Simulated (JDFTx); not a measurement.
TiB2(0001) slab cut from bulk TiB2 (space group P6/mmm, indices of the conventional cell, lattice of the Materials Project entry mp-1145, not re-optimised): 8 atoms in 5 planes, a 1x1 cell of 7.93 Å² (|a| = 3.026, |b| = 3.026 Å), 6.3 Å between the outermost planes, B outermost, slab composition Ti2B6, cell height 22.5 Å, 8×8×1 k mesh, Fermi smearing 0.01 Ha, no spin polarisation. Whether this polymorph is the ambient one wasn't checked. Neither spin polarisation nor a larger cell was tried.

Method: PBE, GBRV ultrasoft potentials, plane waves to 20/100 Ha, in JDFTx (a modified build). Liquid on both sides: CANDLE, water, 1 M KCl; nuclei fixed. At negative charge CANDLE's numbers also depend on the cell height, by up to tenths of a volt.

Charging data:

```json
[
 {"U − U_pzc (V)": "-0.92", "σ (μC/cm²)": "-22.02"},
 {"U − U_pzc (V)": "-0.59", "σ (μC/cm²)": "-15.00"},
 {"U − U_pzc (V)": "-0.52", "σ (μC/cm²)": "-12.60"},
 {"U − U_pzc (V)": "-0.32", "σ (μC/cm²)": "-5.46"},
 {"U − U_pzc (V)": "0.00", "σ (μC/cm²)": "0.00"},
 {"U − U_pzc (V)": "0.28", "σ (μC/cm²)": "3.03"},
 {"U − U_pzc (V)": "0.48", "σ (μC/cm²)": "5.32"}
]
```

Working it through: a check of Lippmann's equation. The grand free energy per area against the neutral slab, Δγ = [F(N) − F(N₀) − μ(N − N₀)]/2A, is taken from the total energies of the same runs.

| U − U_pzc (V) | Δγ (mJ/m²) |
|---|---|
| -0.92 | -96.2 |
| -0.59 | -34.9 |
| -0.52 | -24.8 |
| -0.32 | -7.5 |
| 0.00 | 0.0 |
| 0.28 | -4.3 |
| 0.48 | -12.7 |

Δγ is largest at zero charge and falls away from it, as dγ/dU = −σ demands. At -0.92 V the computed -96.2 mJ/m² stands beside -101.0 mJ/m² from the constant-capacitance formula.
